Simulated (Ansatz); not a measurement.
Structure search: one Y2HfF candidate

Computed with Ansatz 0.2.0, DFT PBE, scalar-relativistic, plane waves, PAW. Cutoff 420 eV, Gaussian smearing, Γ-centred meshes. Cell and atoms relax first on a coarse mesh and then on a finer one. In between, the cell is made exact in the group found at 0.06 Å. In metals the finer mesh still leaves noise of several meV/atom or more. The steps can't lower the symmetry of their start. No spin polarisation.

The guess for Y2HfF was made by a generator: random cell by space group and Wyckoff sites (I4/mmm, No. 139). The dimensions are guesses.

```
CELL_PARAMETERS angstrom
-2.19377 2.19377 4.10045
2.19377 -2.19377 4.10045
2.19377 2.19377 -4.10045
ATOMIC_POSITIONS crystal
Y 0.75000 0.25000 0.50000
Y 0.25000 0.75000 0.50000
Hf 0.00000 0.00000 0.00000
F 0.50000 0.50000 0.00000
```

The zero of energy is the elements' standard structures at the same level (F₂ as a molecule); no fitted shifts are applied.

**Question.** Describe the relaxed structure.

**Answer.** The symmetry stays I4/mmm (No. 139). The volume per atom grows by 25.7 %, from 19.7 to 24.8 Å³. The shortest distance goes from 3.00 Å (Y–F and Y–Hf) to 3.24 Å (Y–F and Y–Hf). The energy falls by about 0.19 eV/atom (the start's value is from the coarse mesh). Conventional cell: a = 4.740 Å, c = 8.834 Å. Y is surrounded by 4 F at 3.24 Å, 4 Hf at 3.24 Å and 4 Y at 3.35 Å; Hf has 8 Y at 3.24 Å and 4 F at 3.35 Å; around F lie 8 Y at 3.24 Å and 4 Hf at 3.35 Å.

```cif
data_structure
_symmetry_space_group_name_H-M 'P 1'
_symmetry_Int_Tables_number 1
_cell_length_a 5.5451
_cell_length_b 5.5451
_cell_length_c 5.5451
_cell_angle_alpha 129.389
_cell_angle_beta 129.389
_cell_angle_gamma 74.386
_cell_volume 99.26
loop_
_atom_site_label
_atom_site_type_symbol
_atom_site_fract_x
_atom_site_fract_y
_atom_site_fract_z
_atom_site_occupancy
Y1 Y 0.75000 0.25000 0.50000 1
Y2 Y 0.25000 0.75000 0.50000 1
Hf1 Hf 0.00000 0.00000 0.00000 1
F1 F 0.50000 0.50000 0.00000 1
```

**Question.** How does it come out in energy, and is it a metal?

**Answer.** The formation energy is −0.01 eV/atom and the gap on the 14×14×14 mesh of the 4-atom cell is 0 eV (a metal).

The formation energy is too near zero to say whether this cell lies below the elements.

The last run used Gaussian smearing of 0.10 eV. The k mesh leaves some 4 meV/atom of noise in the energy of each metallic cell. These runs have no spin–orbit coupling, which can matter for Hf. An odd number of electrons in the primitive cell allows no gap without spin; a larger cell or a magnetic state could open one. The cell is a metal run without spin; a magnetic state may lie lower. Symmetry constrained the relaxation, so the result can be a saddle point. Another cell of Y2HfF relaxed alike, in P4/mmm, lies 1.10 eV/atom lower, so this cell isn't the stable form at this level.
